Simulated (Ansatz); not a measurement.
A: Cu3Pt (Cu3Au type), a = b = c = 3.684 Å, α = β = γ = 90.00°
B: Hg$_{4}$Pt (space group Im-3m), a = 6.286 Å, b = 6.286 Å, c = 6.286 Å, α = 90.00°, β = 90.00°, γ = 90.00°
C: Sr (fcc, Cu type), a = 6.100 Å, b = 6.100 Å, c = 6.100 Å, α = 90.00°, β = 90.00°, γ = 90.00°

Scan: energy against volume (even scaling of the relaxed cell, symmetry kept). One method and one kind of scan serve all of them; meshes and ranges differ. All were relaxed with their symmetry unable to fall. Cu3Pt is run without spin polarisation. Hg4Pt is run without spin polarisation. Spin-orbit coupling is left out.

Put the candidates in order of bulk modulus (fitted), lowest first, for r2SCAN (plane waves to 500 eV, PAW, scalar-relativistic; Ansatz, a first-principles code).

C (11.8 GPa), B (74.8 GPa), A (189 GPa)

(A scan under strain: stresses follow from slopes of the energy per volume, elastic moduli from its curvatures.)
